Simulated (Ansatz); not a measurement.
Input:

ZrB₂:
```yaml
crystal:
  lattice:
    - [3.08109, 0.00000, 0.00000]
    - [-1.54055, 2.66831, 0.00000]
    - [0.00000, 0.00000, 8.53853]
  atoms:
    - { symbol: Zr, position: [0.66667, 0.33333, 0.75000] }
    - { symbol: Zr, position: [0.33333, 0.66667, 0.25000] }
    - { symbol: B, position: [0.66667, 0.33333, 0.47308] }
    - { symbol: B, position: [0.33333, 0.66667, 0.52692] }
    - { symbol: B, position: [0.33333, 0.66667, 0.97308] }
    - { symbol: B, position: [0.66667, 0.33333, 0.02692] }
```

This is the r²SCAN-relaxed structure. Cartesian axes are those of the cell as given.

Task: All from r²SCAN (plane waves, PAW; program Ansatz), unless another level is named. Give the Hill bulk and shear moduli.

Result: 172 and 50.6 GPa.

Task: Next, the elastic constants (relaxed ions, GPa)?

Result: C11 = 218, C12 = 186, C13 = 71.7, C33 = 467, C44 = 69.3.

Space group P6_3/mmc. The start of the workflow was typed in or built on a structure type; neither database checked (COD, Materials Project) lists it. It is not the phase usual at ambient conditions (space group No. 191). The cell was relaxed with r²SCAN under the symmetry of its start; its stability against distortions is not shown here. No spin polarisation was allowed. As this level gives no gap, shear constants depend on the k-mesh and smearing (Fermi–Dirac, 0.1 eV here).

Potentials: the earlier of the program's two PAW sets.
